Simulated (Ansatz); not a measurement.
MgVFeP₄O₁₄: field gradients at two levels of theory

Cell: a computed structure from the Materials Project (it need not be an observed phase).

```yaml
crystal:
  lattice:
    - [5.01683, 0.00000, 0.00000]
    - [-2.25772, 6.46775, 0.00000]
    - [-0.04429, -0.07664, 8.35285]
  atoms:
    - { symbol: Mg, position: [0.61696, 0.81699, 0.61051] }
    - { symbol: V, position: [0.79798, 0.28785, 0.48746] }
    - { symbol: Fe, position: [0.21235, 0.72322, 0.00935] }
    - { symbol: P, position: [0.62766, 0.49850, 0.81085] }
    - { symbol: P, position: [0.78368, 0.91704, 0.22037] }
    - { symbol: P, position: [0.23254, 0.07898, 0.72118] }
    - { symbol: P, position: [0.38922, 0.51070, 0.31884] }
    - { symbol: O, position: [0.96344, 0.09290, 0.63987] }
    - { symbol: O, position: [0.89442, 0.11140, 0.32051] }
    - { symbol: O, position: [0.84733, 0.50205, 0.93531] }
    - { symbol: O, position: [0.73308, 0.51917, 0.63593] }
    - { symbol: O, position: [0.56594, 0.36785, 0.33132] }
    - { symbol: O, position: [0.45226, 0.05972, 0.59581] }
    - { symbol: O, position: [0.37553, 0.28061, 0.82694] }
    - { symbol: O, position: [0.60127, 0.74847, 0.36170] }
    - { symbol: O, position: [0.57431, 0.92228, 0.09043] }
    - { symbol: O, position: [0.48044, 0.66466, 0.82322] }
    - { symbol: O, position: [0.27512, 0.51083, 0.15133] }
    - { symbol: O, position: [0.17872, 0.49117, 0.45711] }
    - { symbol: O, position: [0.14857, 0.89739, 0.83231] }
    - { symbol: O, position: [0.01301, 0.83169, 0.16977] }
```

Atoms are numbered from 1 in the order listed; like atoms form one site, named after its first atom.

First run. Method: Kohn–Sham DFT in Ansatz, PBE, plane waves and PAW, scalar-relativistic, collinear spin, 420 eV cutoff, Γ-centred 5×4×3 k-points, Fermi–Dirac smearing 0.02 eV. Start moments as typed (μB): -1 on each V, 4 on each Fe, none on the rest.

```tsv
site	atom	V_zz (10²¹ V/m²)	η	m (μB)
Mg	1	1.63	0.64	0.00
V	2	-9.54	0.13	-1.45
Fe	3	-2.57	0.49	3.81
P5	5	7.73	0.07	0.01
P7	7	6.09	0.42	0.00
O10	10	9.48	0.13	0.07
O12	12	9.40	0.19	0.02
O13	13	9.28	0.61	0.01
O16	16	9.47	0.42	0.10
O17	17	8.59	0.76	0.04
O18	18	9.65	0.17	0.08
O19	19	8.90	0.38	0.02
O20	20	9.83	0.13	0.07
O21	21	10.11	0.12	0.10
```

Second run. The same atoms and settings, except that a Hubbard term is added (U = 3.0 eV on Fe d, U = 3.1 eV on V d).

(1) Given the first result, estimate the second.

Answers

(1) 

| site | atom | V_zz | η | change of V_zz | m (μB) |
| --- | --- | --- | --- | --- | --- |
| Mg | 1 | 1.62 | 0.61 | -0.01 | 0.00 |
| V | 2 | -10.19 | 0.11 | -0.65 | -1.52 |
| Fe | 3 | -2.77 | 0.68 | -0.20 | 3.95 |
| P5 | 5 | 7.73 | 0.11 | 0.00 | 0.01 |
| P7 | 7 | 6.19 | 0.39 | +0.10 | 0.00 |
| O10 | 10 | 9.60 | 0.16 | +0.12 | 0.06 |
| O12 | 12 | 9.76 | 0.13 | +0.36 | 0.02 |
| O13 | 13 | 9.37 | 0.62 | +0.09 | 0.01 |
| O16 | 16 | 9.69 | 0.46 | +0.22 | 0.09 |
| O17 | 17 | 8.61 | 0.77 | +0.02 | 0.04 |
| O18 | 18 | 9.77 | 0.20 | +0.12 | 0.08 |
| O19 | 19 | 9.15 | 0.46 | +0.25 | 0.01 |
| O20 | 20 | 10.02 | 0.14 | +0.19 | 0.06 |
| O21 | 21 | 10.37 | 0.12 | +0.26 | 0.09 |

The largest change of V_zz is on V, from -9.54 to -10.19. In per cent, |V_zz| changes by -1 on Mg, +7 on V, +8 on Fe, 0 to +2 on P, 0 to +4 on O (all sites that start above 0.5). Where |V_zz| stays above 0.1, η moves most on Fe, from 0.49 to 0.68. The table leaves out 7 of the 21 sites, with |V_zz| up to 14.19; their tensors move by 0.22 at most along any direction. The statements above cover all sites. The absolute magnetisation of the cell goes from 7.0 to 7.1 μB. Isomer shifts (Fe against α-Fe, from the density at the nucleus and a line fitted to measured compounds for each functional; the lines scatter by about 0.1 mm/s, so smaller changes between functionals mean little): Fe 0.73 → 0.55 mm/s.

With these PAW files V_zz is typically within 2 to 3 % of all-electron values, but misses above 10 % occur on Fe. The magnetic order is the one that the run reached from its start moments, not necessarily the measured one.
For the first run: The largest force is 0.9 eV/Å, so the atoms aren't at the calculated equilibrium and relaxing them would move these values. With a gap of 0.2 eV on this mesh, the gradients can still move by some per cent as the k-mesh gets denser.
For the second run: The largest force is 0.3 eV/Å, so the atoms aren't at the calculated equilibrium and relaxing them would move these values.
